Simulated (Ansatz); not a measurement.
MoW (CsCl type, Pm-3m) under volume change, PBE in the plane-wave PAW code Ansatz, scaled uniformly.

| V (Å³/atom) | E − E(relaxed) (meV/atom) | P (GPa) |
|---|---|---|
| 14.525 | 132.7 | 32.07 |
| 15.004 | 55.9 | 19.70 |
| 15.483 | 13.2 | 9.09 |
| 15.962 | 0.0 | 0.00 |
| 16.441 | 12.0 | -7.80 |
| 16.920 | 45.5 | -14.49 |
| 17.399 | 97.6 | -20.23 |

Q: What does a third-order Birch–Murnaghan fit give for V₀, B₀ and B′?

A: V₀ = 15.96 Å³/atom, B₀ = 280 GPa, B′ = 4.1.

The start of the workflow was typed in or built on a structure type; neither database checked (COD, Materials Project) lists it. Whether it is the stable phase at ambient conditions was not checked. The cell was relaxed with PBE under the symmetry of its start; whether a distortion lowers the energy is not shown. The run is not spin-polarised. Spin–orbit coupling is left out wherever it is not named.

Potentials: the earlier of the program's two PAW sets.
